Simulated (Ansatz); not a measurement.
An Ansatz (a quantum-chemistry and plane-wave program) run. Input:

Ansatz 0.2 input:
```yaml
crystal:
  lattice:
    - [0.0, 4.2905933205, 4.2905933205]
    - [4.2905933205, 0.0, 4.2905933205]
    - [4.2905933205, 4.2905933205, 0.0]
  atoms:
    - { symbol: K, position: [0.75, 0.75, 0.75] }
    - { symbol: K, position: [0.25, 0.25, 0.25] }
    - { symbol: Na, position: [0.5, 0.5, 0.5] }
    - { symbol: In, position: [0.0, 0.0, 0.0] }
    - { symbol: F, position: [0.758637609, 0.241362391, 0.241362391] }
    - { symbol: F, position: [0.241362391, 0.758637609, 0.758637609] }
    - { symbol: F, position: [0.241362391, 0.758637609, 0.241362391] }
    - { symbol: F, position: [0.758637609, 0.241362391, 0.758637609] }
    - { symbol: F, position: [0.241362391, 0.241362391, 0.758637609] }
    - { symbol: F, position: [0.758637609, 0.758637609, 0.241362391] }
kpoints:
  mp_grid: { grid: [5, 5, 5] }
  band_path:
    path:
      - [[0.0, 0.0, 0.0], [0.5, 0.0, 0.5], [0.625, 0.25, 0.625]]  # Γ-X-U
      - [[0.375, 0.375, 0.75], [0.0, 0.0, 0.0], [0.5, 0.5, 0.5], [0.5, 0.25, 0.75], [0.5, 0.0, 0.5]]  # K-Γ-L-W-X
      - [VBM, CBM]
    npoints: 12
basis: { xc_grid: 2 }
hamiltonian:
  xc: pbesol
  pseudopotentials: { kind: paw }
magnetization: { noncollinear: true, spin_orbit: true }
scf:
  n_extra_bands: 20
  convergence: { dr2_threshold: 0.0000000001 }
  occupations: { method: gaussian, width: 0.01 }
checkpoint: { write: soc.run }
output: { eigenvalues: true }
```

Output (shortened):

```
Pseudopotential: K, paw_fr, valence charge 9
Pseudopotential: Na, paw_fr, valence charge 9
Pseudopotential: In, paw_fr, valence charge 13
Pseudopotential: F, paw_fr, valence charge 7
Functional definition: PBEsol
non-collinear run that drives no moment, with spin-orbit …
Crystal: 10 atoms, lattice volume = 157.973 Å³
Basis set: ecut = 420 eV, 3119 PW (Γ), exchange–correlation on 90×90×90 points (8 copies of the dense FFT grid, shifted against one another)
Bands: 102, of which v1, the nominal top of the filled ones, is band 82 counted from 1 (81 counted from 0)
Symmetry: 48 space group operations + 48 with time reversal
k-points: 10 of 125
Projection manifold: j_resolved (fully-relativistic pseudo-atomic orbitals)
SCF iter   1: F=—  HF=-14858.578163 eV  |F-HF|=—  |Δ(HF+E_count)|=         —  Δρ=1.52e-1  dr2=2.96e1  dr2_m=0.00e0 (ungated)  ethr=3.10e-3  |M|=0.00e0 ∫|m|=0.00e0 μB  |m|>n=0.0e0 m-floor=0.0e0 τ_xc=0.0e0  β_m=0.30  ⟨swp⟩=8.7  Hψ=2777  notcnv=0  defer=40
preconditioner: auto → Resta (q_TF=auto, 2.446 Å⁻¹)
spin=Noncollinear: Resta preconditioning applied to the charge; magnetization (m_x, m_y, m_z) channels mix plain (no charge-response kernel on spin).
SCF iter   2: F=—  HF=-14851.024094 eV  |F-HF|=—  |Δ(HF+E_count)|=    7.55e0  Δρ=5.85e-2  dr2=6.04e0  dr2_m=0.00e0 (ungated)  ethr=3.10e-3  |M|=0.00e0 ∫|m|=0.00e0 μB  |m|>n=0.0e0 m-floor=0.0e0 τ_xc=0.0e0  β_m=0.39  ⟨swp⟩=3.1  Hψ=1051  notcnv=0  defer=150
SCF iter   3: F=—  HF=-14848.955956 eV  |F-HF|=—  |Δ(HF+E_count)|=    2.07e0  Δρ=2.33e-2  dr2=1.24e0  dr2_m=0.00e0 (ungated)  ethr=3.10e-3  |M|=0.00e0 ∫|m|=0.00e0 μB  |m|>n=0.0e0 m-floor=0.0e0 τ_xc=0.0e0  β_m=0.60  ⟨swp⟩=3.6  Hψ=934  notcnv=0  defer=156
SCF iter   4: F=—  HF=-14848.427042 eV  |F-HF|=—  |Δ(HF+E_count)|=   5.29e-1  Δρ=7.30e-3  dr2=7.24e-2  dr2_m=0.00e0 (ungated)  ethr=1.51e-3  |M|=0.00e0 ∫|m|=0.00e0 μB  |m|>n=0.0e0 m-floor=0.0e0 τ_xc=0.0e0  β_m=0.75  ⟨swp⟩=3.5  Hψ=1003  notcnv=0  defer=154
SCF iter   5: F=—  HF=-14848.426208 eV  |F-HF|=—  |Δ(HF+E_count)|=   8.33e-4  Δρ=1.55e-3  dr2=2.80e-3  dr2_m=0.00e0 (ungated)  ethr=8.83e-5  |M|=0.00e0 ∫|m|=0.00e0 μB  |m|>n=0.0e0 m-floor=0.0e0 τ_xc=0.0e0  β_m=0.81  ⟨swp⟩=3.6  Hψ=665  notcnv=0  defer=154
SCF iter   6: F=—  HF=-14848.428823 eV  |F-HF|=—  |Δ(HF+E_count)|=   2.62e-3  Δρ=3.52e-4  dr2=1.26e-4  dr2_m=0.00e0 (ungated)  ethr=3.41e-6  |M|=0.00e0 ∫|m|=0.00e0 μB  |m|>n=0.0e0 m-floor=0.0e0 τ_xc=0.0e0  β_m=0.89  ⟨swp⟩=2.2  Hψ=885  notcnv=0  defer=154
SCF iter   7: F=—  HF=-14848.429110 eV  |F-HF|=—  |Δ(HF+E_count)|=   2.87e-4  Δρ=9.03e-5  dr2=1.26e-5  dr2_m=0.00e0 (ungated)  ethr=1.53e-7  |M|=0.00e0 ∫|m|=0.00e0 μB  |m|>n=0.0e0 m-floor=0.0e0 τ_xc=0.0e0  β_m=0.90  ⟨swp⟩=2.0  Hψ=865  notcnv=0  defer=154
SCF iter   8: F=—  HF=-14848.429113 eV  |F-HF|=—  |Δ(HF+E_count)|=   2.97e-6  Δρ=2.90e-5  dr2=1.56e-6  dr2_m=0.00e0 (ungated)  ethr=1.54e-8  |M|=0.00e0 ∫|m|=0.00e0 μB  |m|>n=0.0e0 m-floor=0.0e0 τ_xc=0.0e0  β_m=0.95  ⟨swp⟩=2.0  Hψ=833  notcnv=0  defer=154
SCF iter  12: F=-14848.429245 eV  HF=-14848.429245 eV  |F-HF|=2.18e-11  |Δ(HF+E_count)|=  7.84e-10  Δρ=1.84e-7  dr2=7.68e-11  dr2_m=0.00e0 (ungated)  ethr=1.00e-12  |M|=0.00e0 ∫|m|=0.00e0 μB  |m|>n=0.0e0 m-floor=0.0e0 τ_xc=0.0e0  ⟨swp⟩=11.6  Hψ=2749  notcnv=0
SCF 1 converged in 12 iterations: F = -14848.429245 eV  dr2 = 7.68e-11
NSCF: frozen V_eff on 16 k-points
NSCF: frozen V_eff on 16 k-points
NSCF: frozen V_eff on 16 k-points
NSCF: frozen V_eff on 11 k-points
NSCF: frozen V_eff on 4 k-points
NSCF: frozen V_eff on 2 k-points
NSCF: frozen V_eff on 2 k-points
NSCF: frozen V_eff on 2 k-points
NSCF: frozen V_eff on 87 k-points
SCF converged after 12 iterations
Magnetization: |M| = 0.0000 μB,  M = (+0.0000, +0.0000, +0.0000) μB
Absolute magnetization: 0.0000 μB (∫|m|)
  site 0: m = (+0.0000, +0.0000, +0.0000) μB, |m| = 0.0000 μB  (R = 1.25 Å)
  site 1: m = (+0.0000, +0.0000, +0.0000) μB, |m| = 0.0000 μB  (R = 1.25 Å)
  site 2: m = (+0.0000, +0.0000, +0.0000) μB, |m| = 0.0000 μB  (R = 0.92 Å)
  site 3: m = (+0.0000, +0.0000, +0.0000) μB, |m| = 0.0000 μB  (R = 0.85 Å)
  site 4: m = (+0.0000, +0.0000, +0.0000) μB, |m| = 0.0000 μB  (R = 0.85 Å)
  site 5: m = (+0.0000, +0.0000, +0.0000) μB, |m| = 0.0000 μB  (R = 0.85 Å)
  site 6: m = (+0.0000, +0.0000, +0.0000) μB, |m| = 0.0000 μB  (R = 0.85 Å)
  site 7: m = (+0.0000, +0.0000, +0.0000) μB, |m| = 0.0000 μB  (R = 0.85 Å)
  site 8: m = (+0.0000, +0.0000, +0.0000) μB, |m| = 0.0000 μB  (R = 0.85 Å)
  site 9: m = (+0.0000, +0.0000, +0.0000) μB, |m| = 0.0000 μB  (R = 0.85 Å)
Free energy (F): -14848.429245 eV
Harris-Foulkes:  -14848.429245 eV  (|F-HF|=2.18e-11)
Internal energy: -14848.429245 eV  (E = F + TS)
E sigma→0 (E₀):  -14848.429245 eV
Fermi energy:    4.163380 eV
--- Per-component energies (eV) ---
  E_band       = -670.318790
  E_kinetic    = 2112.632527
  E_local      = -7351.819935  (includes V_loc(G=0)·N_el)
  E_nonlocal   = 959.799419
  E_hartree    = 2750.102828
  E_xc         = -989.989519
  E_vxc        = -1084.773798  (∫ρ·V_xc dr)
  E_paw        = -7032.537662  (= ΣΔE_a)
  E_vpaw       = -806.374379  (= ΣTr[D̂ρ^β])
  E_aug_tail   = 0.012159  (compensation charges beyond the density's cutoff)
  E_ewald      = -5297.393973
  E_core_change = 0.764912  (= ΣΔE_core)
  E_smearing   =  0.000000  (= −TS)
  E_closure    = 0.000000  (closes the sum)
  Σ components = -14848.429245   (vs F -14848.429245, Δ=0.00e0)
  [band-id]    e_kinetic+e_local+e_nonlocal+2·e_hartree+e_vxc+e_vpaw+e_augmentation_tail = -670.318352   (vs E_band -670.318790, Δ=4.38e-4)
--- Band table (eV; the first three rows and the last of 10) ---
  k-point 0: bands = ["-44.6414", "-44.6414", "-24.4904", "-24.4904", "-24.4708", "-24.4708", "-18.2215", "-18.2215", "-17.9974", "-17.9974", "-17.9709", "-17.9709", "-17.9709", "-17.9709", "-17.8835", "-17.8835", "-17.8835", "-17.8835", "-16.7161", …
  k-point 1: bands = ["-44.6414", "-44.6414", "-24.4882", "-24.4882", "-24.4723", "-24.4723", "-18.2361", "-18.2361", "-18.0143", "-18.0143", "-17.9998", "-17.9998", "-17.9602", "-17.9602", "-17.8559", "-17.8559", "-17.8515", "-17.8515", "-16.7232", …
  k-point 2: bands = ["-44.6414", "-44.6414", "-24.4826", "-24.4826", "-24.4766", "-24.4766", "-18.2566", "-18.2566", "-18.0399", "-18.0399", "-18.0297", "-18.0297", "-17.9350", "-17.9350", "-17.8237", "-17.8237", "-17.8165", "-17.8165", "-16.7354", …
  k-point 9: bands = ["-44.6414", "-44.6414", "-24.4808", "-24.4808", "-24.4776", "-24.4776", "-18.2076", "-18.2076", "-18.0212", "-18.0212", "-17.9871", "-17.9871", "-17.9766", "-17.9766", "-17.9106", "-17.9106", "-17.8330", "-17.8330", "-16.7237", …
```

Cost: roughly 6 core-minutes on shared cores.

Space group Fm-3m. The first step of the workflow began from a Materials Project structure, measured or hypothetical; the Crystallography Open Database copy checked does not list it. Its standing as an ambient phase is unchecked. The cell was relaxed with PBEsol under the symmetry of its start; whether a distortion lowers the energy is not shown.

Potentials: the later of the program's two PAW sets.

Ansatz is a plane-wave DFT program.
